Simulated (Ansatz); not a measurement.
Here is the system:

TaC:
Space group F-43m (No. 216); a = 4.7908 Å, b = 4.7908 Å, c = 4.7908 Å, α = 90.00°, β = 90.00°, γ = 90.00°

| atom | site | symmetry | x | y | z |
|---|---|---|---|---|---|
| Ta | 4a | -43m | 0.0000 | 0.0000 | 0.0000 |
| C | 4d | -43m | 0.7500 | 0.7500 | 0.7500 |
(The calculation used a cell of 2 atoms; values per cell refer to that cell.)

This is the PBEsol-relaxed structure.

Q: All from PBEsol (plane waves, PAW; program Ansatz), unless another level is named. Give the Debye temperature from the elastic constants.

A: 368 K.

Q: What about the highest zone-centre frequency?

A: 78.3 meV.

Q: Give the elastic constants (relaxed ions, GPa).

A: C11 = 336, C12 = 188, C44 = 85.5.

The start of the workflow was typed in or built on a structure type; neither database checked (COD, Materials Project) lists it. It is not the phase usual at ambient conditions (space group No. 225). The cell was relaxed with PBEsol under the symmetry of its start; its stability against distortions is not shown here. No spin polarisation was allowed. As this level gives no gap, shear constants depend on the k-mesh and smearing (Fermi–Dirac, 0.1 eV here). Scalar-relativistic: spin–orbit coupling is off unless named, which matters more the heavier the elements.

Potentials: the later of the program's two PAW sets.
